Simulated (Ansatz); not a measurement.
# Rh: energy along a strain

Rh, Fm-3m, a = 3.803 Å (as given, not relaxed at this level: -0.6 GPa). Ansatz: r2SCAN, PAW, 500 eV, Γ-centred 22×22×22 mesh on 1 atom, Gaussian smearing 0.15 eV; no spin polarisation. Cell vectors (Å): 0.000 1.902 1.902; 1.902 0.000 1.902; 1.902 1.902 0.000. The cell is strained by x per cent times the pattern (0 1 0 0 0 0) in the order xx yy zz yz xz xy (engineering shears), with fractional coordinates held. y is the free energy over the start, V0 = 13.752 Å³/atom.

| x (%) | y (meV/atom) |
| --- | --- |
| -2.00 | ? |
| -1.50 | 3.59 |
| -1.00 | 1.39 |
| -0.50 | 0.21 |
| 0.00 | 0.00 |
| 0.50 | 0.74 |
| 1.00 | 2.39 |
| 1.50 | 4.93 |
| 1.75 | 6.53 |
| 2.00 | 8.33 |

**Question.** Fit y = c1 x + c2 x² + c3 x³ to the other rows, get the stiffness along the pattern, and predict the missing energy.

**Answer.** Least squares on the rows shown. y = 0.5392 x + 1.894 x² − 0.04031 x³. The clamped-ion stiffness p·C·p = 2 × 18.94 eV × 160.2 / 13.752 Å³ = 441 GPa, which is C22 in these axes (C11 of the cubic crystal) (second derivative at the start, which stands under stress). At x = -2.00 the fit asked for gives 6.82 meV/atom. The run gave 6.82 meV/atom, the same to the digits shown.

Cost: 10 runs of about 2.9 core-minutes in all, on Arm Neoverse V1 (shared hosts).